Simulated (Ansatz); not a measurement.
NaI (rock salt, Fm-3m), the program Ansatz at the PBE level (PAW): ε∞ = 3.33, cell volume 69.55 Å³. Infrared-active transverse modes:

| ω_TO (cm⁻¹) | oscillator strength S_xx (e²/amu) |
|---|---|
| 103.3 | 0.07520 |

**Question.** Compute the static dielectric constant.

**Answer.** Each mode adds (4.921e7/V) S/ω²: 4.98. So ε0 = 8.31.

**Question.** What LO frequency does the Lyddane–Sachs–Teller relation give?

**Answer.** ω_LO = ω_TO √(ε0/ε∞) = 163 cm⁻¹.

Symmetry was held in the PBE relaxation; phonons on a q-mesh show no instability. Scalar-relativistic: spin–orbit coupling is off unless named, which matters more the heavier the elements.

Potentials: the later of the program's two PAW sets.
